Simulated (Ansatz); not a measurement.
**Cr, beta-Sn type: geometry optimisation**

Level of theory: Ansatz, DFT, LDA (PW92), plane waves (420 eV) with PAW, scalar-relativistic. The PAW files were generated under PBE, with cores re-solved for the functional.

k-point mesh 14×14×10, Fermi-Dirac smearing 0.05 eV, starting moments 1.50, -1.50 μB. Cell and atoms relax.

Starting structure:

```
CELL_PARAMETERS angstrom
-2.25922 2.25922 1.23354
2.25922 -2.25922 1.23354
2.25922 2.25922 -1.23354
ATOMIC_POSITIONS crystal
Cr 0.00000 0.00000 0.00000
Cr 0.75000 0.25000 0.50000
```

**Question.** What cell does the relaxation end in?

**Answer.** Fddd with a = 2.333 Å, b = 4.808 Å, c = 7.864 Å; 11.03 Å³ per atom against 12.59 at the start (-12.4 %).

The cell has left the beta-Sn structure type; it ends in Fddd.

**Question.** How much energy does the relaxation gain?

**Answer.** 616.1 meV per atom.

The k-point mesh keeps fewer symmetry operations than the starting structure has, so the cell can leave it.

**Question.** Which magnetic state does it end in?

**Answer.** non-magnetic.
